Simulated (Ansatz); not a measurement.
**SiP₂O₇, one structure, two calculations**

Cell: a Materials Project structure (computed, not necessarily an observed phase).

```cif
data_SiP2O7
_symmetry_space_group_name_H-M 'P2_1/c'
_symmetry_Int_Tables_number 14
_cell_length_a 4.3452
_cell_length_b 7.2353
_cell_length_c 6.3556
_cell_angle_alpha 90.000
_cell_angle_beta 103.687
_cell_angle_gamma 90.000
loop_
_atom_site_label
_atom_site_type_symbol
_atom_site_symmetry_multiplicity
_atom_site_Wyckoff_symbol
_atom_site_fract_x
_atom_site_fract_y
_atom_site_fract_z
Si Si 2 b 0.5000 0.0000 0.0000
P P 4 e 0.1125 0.1115 0.3167
O7 O 4 e 0.3498 0.9894 0.2369
O11 O 4 e 0.2637 0.2920 0.4085
O15 O 4 e 0.8097 0.1425 0.1396
O19 O 2 c 0.0000 0.0000 0.5000
```

One atom of each set is listed.

First run. Method: Kohn–Sham DFT in Ansatz, PBE, plane waves and PAW, scalar-relativistic, 420 eV cutoff, Γ-centred 5×3×4 k-points, Fermi–Dirac smearing 0.02 eV.

| site | V_zz (10²¹ V/m²) | η |
| --- | --- | --- |
| Si | 3.70 | 0.24 |
| P | 4.78 | 0.29 |
| O7 | 12.59 | 0.43 |
| O11 | 14.07 | 0.14 |
| O15 | 12.84 | 0.33 |
| O19 | 17.12 | 0.06 |

Second run. The same atoms and settings, except that the cutoff is 550 eV.

(1) What does the second run give?

Answers

(1) 

| site | V_zz | η | change of V_zz |
| --- | --- | --- | --- |
| Si | 3.70 | 0.24 | 0.00 |
| P | 4.78 | 0.29 | 0.00 |
| O7 | 12.61 | 0.43 | +0.02 |
| O11 | 14.09 | 0.14 | +0.02 |
| O15 | 12.86 | 0.33 | +0.02 |
| O19 | 17.16 | 0.06 | +0.04 |

The largest change of V_zz is on O19, from 17.12 to 17.16.
